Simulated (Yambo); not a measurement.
Yambo run on YOF (space group P4/nmm, No. 129). The wavefunctions are PBEsol (pw.x of Quantum ESPRESSO, ONCV potentials, with spin-orbit coupling) ones on a 4×4×2 mesh (48 occupied bands); a = b = 3.8323 Å, c = 5.4467 Å, α = β = γ = 90.00°.

Yambo input:

```
rim_cut
gw0
dyson
el_el_corr
HF_and_locXC
cohsex
em1s
RandQpts= 1000000
RandGvec= 1 Ry
EXXRLvcs= 84 Ry
VXCRLvcs= 336 Ry
Chimod= "HARTREE"
% BndsRnXs
 1 | 192 |
%
NGsBlkXs= 6 Ry
% LongDrXs
 1.0 | 1.0 | 1.0 |
%
ExtendOut
% QPkrange
 1 | 1 | 48 | 49 |
 8 | 8 | 48 | 48 |
%
```

k points by index: 1 = Γ, 8 = (0.25, 0.25, -0.5).

Resulting energies as the program prints them:

```
#    K-point    Band    Eo [eV]    E [eV]    E-Eo [eV]    Vxc [eV]    Vnlxc [eV]    Sc|Eo [eV]    Re(Z)    Im(Z)
#
    1    48    -0.227205    -2.551032    -2.323827    -19.27052    -24.43419    2.839840    1.000000    0.000000
    1    49    4.954737    5.009936    0.055199    -10.29728    -5.649329    -4.592750    1.000000    0.000000
    8    48    0.000000    -2.274168    -2.274168    -19.75324    -24.97208    2.944671    1.000000    0.000000
```
(The two width columns are left out.) Convergence of these settings isn't established.

Geometry of the Materials Project entry, not relaxed at this level.

The structure is a Materials Project entry; no match was found in the copy of COD used, and its stability was not checked.
